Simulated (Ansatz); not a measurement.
Re₃B (space group Cmcm)

```yaml
crystal:
  lattice:
    - [1.43269, -4.64118, 0.00000]
    - [1.43269, 4.64118, 0.00000]
    - [0.00000, 0.00000, 7.23534]
  atoms:
    - { symbol: Re, position: [0.13315, 0.86685, 0.93515] }
    - { symbol: Re, position: [0.86685, 0.13315, 0.06485] }
    - { symbol: Re, position: [0.86685, 0.13315, 0.43515] }
    - { symbol: Re, position: [0.13315, 0.86685, 0.56485] }
    - { symbol: Re, position: [0.57546, 0.42454, 0.25000] }
    - { symbol: Re, position: [0.42454, 0.57546, 0.75000] }
    - { symbol: B, position: [0.74566, 0.25434, 0.75000] }
    - { symbol: B, position: [0.25434, 0.74566, 0.25000] }
```

The slice is a (001) plane (indices of the conventional cell) through the point (0.424, 0.576, 0.750) (fractional), spanned by u = [110] and v = [1 -1 0] in vectors of this cell: u (2.87 Å) and v (9.28 Å, at 90° to u). It covers one period; positions are fractions (u, v).

The numbers are results of LDA (plane waves to 420 eV, PAW, scalar-relativistic; Ansatz, a program for electronic structure), not measurements. k mesh 17×17×7. Inside the PAW spheres the values are not all-electron values, and peaks at nuclei hang on which shells count as valence. Re3B is run without spin polarisation. Re3B was relaxed with its symmetry unable to fall. Spin-orbit coupling is left out, though Re is heavy.

### Question
Sketch the valence electron density on this plane as a map.

### Answer
```
|@@@@++::..::++@@|
|**++--::::::--++|
|....::------::..|
|  ..::--  --::..|
|  ..::--::--::..|
|....::::::::::..|
|::....      ....|
|....          ..|
|    ..........  |
|  ..::++**++::..|
|  ..++@@@@@@++..|
|..::**@@@@@@**::|
|..::++@@@@@@++::|
|::::--++**++--::|
|----::......::--|
|  --::..  ..::--|
|::--::..  ..::--|
|::::::......::::|
|    ....::....  |
|      ......    |
|......      ....|
|**++::..  ..::++|
|@@@@++..  ..++@@|
|@@@@**::..::**@@|
```
Scale: ten equal steps from -0.58 (start of ' ') to 0.83 (end of '@'), in the order ' .:-=+*#%@'. Values: log₁₀ of the valence density in e/Å³. The map has 8 points along u (two characters each, u = 0 at the left) and 24 along v (v = 0 in the bottom row). The scale is logarithmic, as a density can span decades between atoms and voids.
